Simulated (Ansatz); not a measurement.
## Magnetic states of nickel, hcp

The calculation used Ansatz 0.2.0, DFT, LDA (PW92), plane waves (420 eV) with PAW, scalar-relativistic. The PAW files were generated under PBE, with cores re-solved for the functional.

Each start was relaxed and then solved on a dense mesh, with Fermi-Dirac smearing of 0.05 eV (0.1 eV in a metal without spin) extrapolated to zero. Rows within 2 meV/atom of each other tie.

(1) Where does each start end, and how do the energies compare? Starts: antiferromagnetic (alternate layers); non-magnetic; ferromagnetic.

Results:

(1) 
| start | ends | ΔE (meV/atom) | V (Å³/atom) |
| --- | --- | --- | --- |
| antiferromagnetic (alternate layers) | ferromagnetic, net 0.60 μB per atom | 0.0 | 10.05 |
| ferromagnetic | ferromagnetic, net 0.60 μB per atom | 0.0 | 10.05 |
| non-magnetic | spin not included | 37.4 | 10.04 |
